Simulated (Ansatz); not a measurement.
MoSe2:
```cif
data_MoSe2
_chemical_formula_sum 'Mo1 Se2'
_space_group_name_H-M_alt 'P 1'
_space_group_IT_number 1
_cell_length_a 6.61549
_cell_length_b 6.61549
_cell_length_c 6.61549
_cell_angle_alpha 28.467
_cell_angle_beta 28.467
_cell_angle_gamma 28.467
loop_
_space_group_symop_operation_xyz
  'x, y, z'
loop_
_atom_site_label
_atom_site_type_symbol
_atom_site_fract_x
_atom_site_fract_y
_atom_site_fract_z
_atom_site_occupancy
Mo1 Mo 0.33319 0.33319 0.33319 1
Se1 Se 0.57962 0.57962 0.57962 1
Se2 Se 0.75352 0.75352 0.75352 1
```

Relaxed with LDA. The program Ansatz at the LDA level (PAW) gives a gap of 0.73 eV.

Q: What gap does HSE06 give on the same cell (Ansatz, PAW)?

A: 1.26 eV, 0.53 eV more. The hybrid was solved on a coarser mesh and at special points; its gap is the smallest among all of these.

Cost on shared cores: the LDA run (SCF on a 10×10×10 mesh, then bands and DOS) around 70 core-seconds (rough), the HSE06 run (SCF on 7×7×7, then a few points) very roughly 4 core-minutes; the tasks are unlike.

Space group R3m. The workflow started from a Materials Project entry (that database holds measured and hypothetical structures alike); the Crystallography Open Database copy checked does not list it. It is not the phase usual at ambient conditions (space group No. 194). The cell was relaxed with LDA under the symmetry of its start; whether a distortion lowers the energy is not shown. No spin polarisation was allowed. A crystal of weakly bound layers computed without a dispersion correction: the cell and the soft elastic constants depend strongly on that. Scalar-relativistic: spin–orbit coupling is off unless named, which matters more the heavier the elements.

Potentials: the later of the program's two PAW sets.
